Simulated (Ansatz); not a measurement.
In DFT-r²SCAN+D4 in the program Ansatz with PAW potentials, ZnSe in the orthorhombic phase (Pnma; Zn on 4c, Se on 4c) relaxes to a = 6.509 Å, b = 4.124 Å, c = 6.925 Å. Zn has 4 nearest neighbours from 2.41 Å (tetrahedral). Against the elements it lies at -725 meV/atom, with no fitted shifts.

The Kohn–Sham gap is 2.01 eV (direct). The valence maximum lies at Γ and the conduction minimum at Γ. Electrons at the band edge weigh 0.15, 0.18, 0.19 mₑ (principal values). The hole mass is 0.17, 1.6, 2.2 mₑ (principal values).

An equation-of-state fit gives a bulk modulus of 23.7 GPa. Bader charges are Zn +0.85, Se -0.85 e.

The start of the workflow was typed in or built on a structure type; neither database checked (COD, Materials Project) lists it. It is not the phase usual at ambient conditions (space group No. 216). Symmetry was held in the r²SCAN+D4 relaxation; whether a distortion lowers the energy is not shown. The references are the lowest solids computed at this level, not always the standard phases. Scalar-relativistic: spin–orbit coupling is off unless named, which matters more the heavier the elements.

Potentials: the earlier of the program's two PAW sets. The files were generated under PBE; for other functionals the program regenerates the frozen cores, and for LDA and PBEsol the local potential too.
